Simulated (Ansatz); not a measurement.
# Wurtzite alloy of GaAs and GaP (33 of 48 As sites exchanged), 96 atoms

Ansatz, PAW, plane waves. PBEsol relaxation of cell lengths and atoms (angles held) at the single k point (¼, ¼, ¼) without its symmetry partners; single points on the relaxed atoms at the Γ point alone, onto which points of the small cell's zone fold. Arrangement: quasirandom. No spin–orbit coupling unless named.

Relaxed structure:

```
Ga P As
1.0
    11.62851    0.00000    0.00000
     0.00000   13.44763    0.00000
     0.00000    0.00000   12.79797
Ga P As
48 33 15
Direct
  0.99964 0.16604 0.00093
  0.00009 0.16586 0.49646
  0.32947 0.16980 0.99636
  0.32950 0.17047 0.49509
  0.16569 0.41296 0.99789
  0.16626 0.41752 0.49976
  0.99510 0.66914 0.00231
  0.99917 0.66351 0.50245
  0.67146 0.17050 0.00217
  0.67108 0.16926 0.49611
  0.50040 0.41686 0.00177
  0.50058 0.41725 0.50250
  0.33731 0.66676 0.00331
  0.33391 0.66567 0.49504
  0.16657 0.91624 0.99558
  0.17158 0.91831 0.49642
  0.83487 0.41735 0.99652
  0.83390 0.41542 0.50081
  0.66851 0.66421 0.00096
  0.66758 0.66117 0.50332
  0.50157 0.91156 0.00037
  0.49670 0.91292 0.49788
  0.83264 0.91670 0.00012
  0.83244 0.92176 0.50508
  0.16260 0.08503 0.25139
  0.16561 0.08472 0.75455
  0.99898 0.32928 0.25451
  0.99849 0.33674 0.75085
  0.50398 0.07984 0.24338
  0.50035 0.08471 0.74895
  0.33785 0.33803 0.25429
  0.33298 0.34053 0.75091
  0.16448 0.58866 0.25141
  0.16126 0.58203 0.74695
  0.99364 0.83262 0.24715
  0.99555 0.83033 0.75118
  0.83267 0.08257 0.24913
  0.83286 0.07871 0.75627
  0.66242 0.33180 0.25255
  0.66748 0.33739 0.75252
  0.50220 0.58289 0.25096
  0.50442 0.58134 0.75364
  0.33794 0.83088 0.24968
  0.33326 0.83090 0.75602
  0.83237 0.58619 0.25357
  0.83312 0.58306 0.75043
  0.66746 0.83210 0.24503
  0.67020 0.82931 0.75270
  0.99806 0.16597 0.18717
  0.16459 0.41753 0.68594
  0.99692 0.66780 0.18774
  0.99718 0.66584 0.68725
  0.66837 0.16724 0.18731
  0.50157 0.41788 0.18763
  0.50196 0.41806 0.68834
  0.33543 0.66532 0.18906
  0.83310 0.41857 0.68741
  0.66734 0.66607 0.18671
  0.66799 0.66477 0.68892
  0.50191 0.91383 0.18501
  0.83125 0.91755 0.18491
  0.83248 0.91536 0.69022
  0.16591 0.08415 0.43571
  0.16499 0.08346 0.93835
  0.00023 0.33246 0.43919
  0.99924 0.33144 0.93623
  0.33366 0.33679 0.43888
  0.33386 0.33543 0.93600
  0.16534 0.58338 0.43717
  0.99796 0.83376 0.93685
  0.83411 0.08426 0.43483
  0.83341 0.08293 0.94048
  0.66606 0.33505 0.43790
  0.66705 0.33546 0.93787
  0.50089 0.58179 0.43685
  0.50151 0.58274 0.93941
  0.33310 0.83132 0.43428
  0.33372 0.83152 0.93991
  0.83372 0.58091 0.43908
  0.83349 0.58315 0.93623
  0.66834 0.83004 0.93823
  0.99756 0.16685 0.68692
  0.33351 0.16903 0.18661
  0.33202 0.17064 0.68588
  0.16597 0.41772 0.18839
  0.67002 0.16827 0.68645
  0.33438 0.66395 0.68586
  0.16658 0.91542 0.18587
  0.16620 0.91588 0.68777
  0.83238 0.41653 0.18747
  0.50107 0.91461 0.68791
  0.49988 0.08317 0.43393
  0.50138 0.08315 0.93874
  0.16520 0.58395 0.93755
  0.99870 0.83381 0.43761
  0.66829 0.83064 0.43612
```

(1) What are the mean bond lengths by pair (pairs within 1.2 times the sum of covalent radii, less contacts 15 % beyond the pair's median; cation–cation pairs of compounds aside; long ionic contacts are cut short by that bound)?

(2) What gap lies between the top filled and the lowest empty level in the single points?

Answers

(1) As–Ga 2.430 ± 0.009 Å (standard deviation, 60 bonds); Ga–P 2.363 ± 0.009 Å (standard deviation, 132 bonds).

(2) HSE06 1.95 eV (85 s on NVIDIA GB300).
